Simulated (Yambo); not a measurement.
V2Cd2O7 (space group C2/m, No. 12), G0W0@PBEsol in Yambo with this input:

```
rim_cut
gw0
dyson
el_el_corr
HF_and_locXC
ppa
em1d
RandQpts= 1000000
RandGvec= 1 Ry
EXXRLvcs= 102 Ry
VXCRLvcs= 408 Ry
Chimod= "HARTREE"
% BndsRnXp
 11 | 314 |
%
NGsBlkXp= 8 Ry
% LongDrXp
 1.0 | 1.0 | 1.0 |
%
PPAPntXp= 27.2114 eV
% GbndRnge
 1 | 314 |
%
GTermKind= "BG"
DysSolver= "n"
ExtendOut
```

On a 2×2×2 mesh, with wavefunctions cut at 102 Ry, the gap ((0, 0, -0.5) → (-0.5, -0.5, 0)) is 4.420 eV and the valence edge shifts by -0.501 eV.

Q: What happens with this change: 158 bands in W?

A: The gap rises by 0.044 eV, to 4.464 eV; the shift of the valence edge becomes -0.412 eV. Neither run is shown to be the converged limit. The mesh misses a band edge: along a dense path the PBEsol gap is 2.44 eV against 2.54 eV on the mesh.

Spin-orbit coupling is not included.

Geometry of the Materials Project entry, not relaxed at this level; primitive cell a = 5.7458 Å, b = 5.7458 Å, c = 5.0067 Å, α = 98.00°, β = 98.00°, γ = 104.15°.

The structure is a Materials Project entry; no match was found in the copy of COD used, and its stability was not checked.

The runs are not spin-polarised; magnetic order was not tried.

A shift is the quasiparticle energy of the state minus its PBEsol energy.
